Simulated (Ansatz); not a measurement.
HfTe (CsCl type, Pm-3m) under volume change, PBEsol (plane waves, PAW; program Ansatz), scaled uniformly.

```csv
V (Å³/atom),E − E(relaxed) (meV/atom),P (GPa)
19.405,76.0,13.79
20.045,31.9,8.45
20.685,7.5,3.88
21.325,0.0,0.00
21.964,6.8,-3.30
22.604,25.7,-6.10
23.244,54.9,-8.47
```

Question: What does a third-order Birch–Murnaghan fit give for V₀, B₀ and B′?

Answer: V₀ = 21.33 Å³/atom, B₀ = 119 GPa, B′ = 4.4.

The cell is a constructed one: a structure type filled with these elements; neither database checked (COD, Materials Project) lists it. Its standing as an ambient phase is unchecked. The PBEsol relaxation kept the symmetry of its start; of distortions, only those at the zone centre were tested. No spin polarisation was allowed. Spin–orbit coupling is left out wherever it is not named.

Potentials: the earlier of the program's two PAW sets.
